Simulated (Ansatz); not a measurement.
### Question
Each is relaxed and computed with the program Ansatz at the LDA level (PAW). Which is the only one with a gap?
A. TiO2, C2/m (Pearson symbol mS24)
B. Ti5Si3, P6_3/mcm (Ti on 4d, Si on 6g, Ti on 6g)
C. Ti2C, R-3m (Ti on 6c, C on 3b)
D. TiSi, Cmmm (Ti on 2b, Si on 2d)

### Answer
A, TiO2, C2/m (Pearson symbol mS24). TiO2: gap 2.84 eV (indirect); TiSi: metal; Ti5Si3: metal; Ti2C: metal. Not the usual ambient phase: TiO2, C2/m (Pearson symbol mS24). Standing as an ambient phase not checked: TiSi, Cmmm (Ti on 2b, Si on 2d); Ti5Si3, P6_3/mcm (Ti on 4d, Si on 6g, Ti on 6g); Ti2C, R-3m (Ti on 6c, C on 3b). All cells were relaxed under the symmetry of their starts (and spin orders); stability against distortions was not tested throughout. Rows with no word on spin ran without spin polarisation.

Potentials: the later of the program's two PAW sets.
